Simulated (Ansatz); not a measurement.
# WC: pressure against volume

WC, P-6m2, a = 2.912 Å, c = 2.836 Å. Ansatz: r2SCAN, PAW, 500 eV, Γ-centred 18×18×14 mesh on 2 atoms, Gaussian smearing 0.10 eV; no spin polarisation. Shape and atoms are relaxed at each volume; pressure is positive in compression.

| V (Å³/atom) | P (GPa) |
| --- | --- |
| 9.165 | ? |
| 9.477 | 46.03 |
| 9.790 | 28.23 |
| 10.102 | 13.02 |
| 10.414 | 0.01 |
| 10.727 | -11.12 |
| 11.039 | -20.64 |
| 11.456 | -31.20 |

Take V0 = 10.414 Å³/atom, count pressures from its P0 = 0.01 GPa, fit the third-order Birch–Murnaghan form to the other rows, and predict the missing pressure.

With the Eulerian strain f = ½[(V0/V)^(2/3) − 1] and y = (P − P0)/[3f(1 + 2f)^(5/2)], the form is the line y = B0 + 1.5 B0 (B0′ − 4) f. Rows (f, y): 0.03244, 404.1; 0.02103, 403.5; 0.01024, 402.6; -0.00977, 398.9; -0.01906, 398.0; -0.03080, 396.0. Means f = 0.0006800, y = 400.52; Σ(Δf)² = 0.003004, ΣΔfΔy = 0.4032; the slope is their ratio. y = 400.4 + 134.2 f GPa, so B0 = 400.4 GPa and B0′ = 4 + 2 × (134.2)/(3 × 400.4) = 4.22. At V = 9.165, f = 0.04445, y = 406.37 and P = 67.06 GPa. The run gave 66.89 GPa, so the fit is 0.17 GPa too high, a small miss on the scale of the series.

Spin–orbit coupling is left out, which can shift energies with elements as heavy as these.